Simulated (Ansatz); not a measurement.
Mg (hcp, Mg type)

```
CELL_PARAMETERS angstrom
      3.17453     0.00000     0.00000
     -1.58726     2.74922     0.00000
      0.00000     0.00000     5.18496
ATOMIC_POSITIONS crystal
  Mg 0.33333 0.66667 0.75000
  Mg 0.66667 0.33333 0.25000
```

E(V) scan at fixed shape, V₀ the volume above. Symmetry pins the atoms to their sites.

The numbers are results of r2SCAN (plane waves to 500 eV, PAW, scalar-relativistic; Ansatz, a quantum-chemistry and plane-wave program), not measurements. k mesh 17×17×9 (Γ-centred), Fermi-Dirac smearing 0.05 eV. The energy includes the smearing's −TS. Stress and pressure are positive under compression. With the shape held, the modulus is that of even scaling; a crystal free to change shape is softer. Mg was relaxed with its symmetry unable to fall. The PAW data are Ansatz's earlier set. The zero of ΔE is the relaxed starting cell. The last digit holds for this mesh only.

| V (Å³/atom) | ΔE (meV/atom) |
|---|---|
| 19.006 | 94.4 |
| 19.911 | withheld |
| 20.816 | 20.4 |
| 21.721 | 4.8 |
| 22.626 | 0.0 |
| 23.531 | 4.2 |
| 24.436 | 15.8 |
| 25.341 | 33.4 |
| 26.246 | 56.0 |

### Question
Fit a third-order Birch-Murnaghan form (E₀, V₀, B₀, B₀′ free) to the given rows and predict ΔE at V = 19.911.

### Answer
Least squares on the 8 given rows: ΔE = E₀ + (9V₀B₀/16)·y²·[2 + (B₀′ − 4)y], y = (V₀/V)^(2/3) − 1, with V₀ = 22.625 Å³/atom, B₀ = 39.44 GPa (160.2 GPa = 1 eV/Å³; the term in eV is multiplied by 1000), B₀′ = 3.87, E₀ = 0.03 meV/atom; root-mean-square residual 0.02 meV/atom. At 19.911 the fit gives 49.3 meV/atom; the calculation gives 49.3 meV/atom, the same to the digits shown. For the pressure the fit gives 6.5 GPa against the computed 6.5 GPa.

(A scan under strain: stresses follow from slopes of the energy per volume, elastic moduli from its curvatures.)
